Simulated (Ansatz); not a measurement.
Consider the following.

WS2:
Space group R-3m, hexagonal axes (No. 166); a = b = 3.214 Å, c = 20.540 Å, α = β = 90.00°, γ = 120.00°

```
atom  site  symmetry       x       y       z
----  ----  --------  ------  ------  ------
W       3a       -3m  0.0000  0.0000  0.0000
S       6c        3m  0.0000  0.0000  0.2567
```
(The calculation used a cell of 3 atoms; values per cell refer to that cell.)

This is the PBE-relaxed structure.

### Question
All from PBE (plane waves, PAW; program Ansatz), unless another level is named. Predict the electronic character.

### Answer
metallic (no gap).

### Question
Predict the formation energy from the elements (no fitted shifts).

### Answer
-0.54 eV/atom.

### Question
What about the density of states at the Fermi level?

### Answer
0.34 states/eV per atom (mean over ±0.08 eV).

The cell is a constructed one: a structure type filled with these elements; neither database checked (COD, Materials Project) lists it. It is not the phase usual at ambient conditions (space group No. 194). The PBE relaxation kept the symmetry of its start; its stability against distortions is not shown here. No spin polarisation was allowed. A crystal of weakly bound layers computed without a dispersion correction: the cell and the soft elastic constants depend strongly on that. The references are the lowest solids computed at this level, not always the standard phases. Spin–orbit coupling is left out wherever it is not named.

Potentials: the later of the program's two PAW sets.
